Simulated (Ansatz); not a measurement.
## SrMg: moving Mg off its site

SrMg, Pm-3m, a = 3.900 Å (as given, not relaxed at this level: 6.6 GPa). The structure is a COD entry; whether it is the stable form wasn't checked. Ansatz: r2SCAN, PAW, 500 eV, Γ-centred 12×12×12 mesh on 2 atoms, Gaussian smearing 0.15 eV; no spin polarisation.

```
Sr Mg
1.0
     3.90000    0.00000    0.00000
     0.00000    3.90000    0.00000
     0.00000    0.00000    3.90000
Sr Mg
1 1
Direct
  0.50000 0.50000 0.50000
  0.00000 0.00000 0.00000
```

Atom 2 (Mg) moves by x along the unit vector (0.000, 0.000, 1.000), with its periodic images; all else is held. y is the free energy of the cell over the start, F the force along the path summed over the moved atoms. Symmetry makes y even in x.

```tsv
x (Å)	y (meV)	F (eV/Å)
-0.5000	425.0	1.62
-0.2500	109.8	0.87
0.0000	0.0	0.00
0.0625	6.9	-0.22
0.1250	27.7	-0.44
0.1875	?	?
0.3125	170.5	-1.07
0.3750	243.7	-1.27
0.4375	328.8	-1.45
```

Question: Fit y = c2 x² + c4 x⁴ to the energies of the other rows, give the force constant, and predict energy and force of the missing row.

Answer: Least squares on the rows shown. y = 1775.6 x² − 302.13 x⁴. The force constant is 2 c2 = 3.55 eV/Å², for the cell as given, at 6.6 GPa (for all images moving together, not for a lone atom). With two atoms in a cubic cell this is the optical mode at Γ (in a metal it hangs on mesh and smearing): ω = 521.5 √(2 c2/μ) = 225 cm⁻¹ for μ = 19.03 u. The force −dy/dx at the missing row is -0.66 eV/Å (computed -0.66). At x = 0.1875 the fit asked for gives 62.1 meV. The run gave 62.0 meV, so the fit is 0.1 meV too high, a small miss on the scale of the series.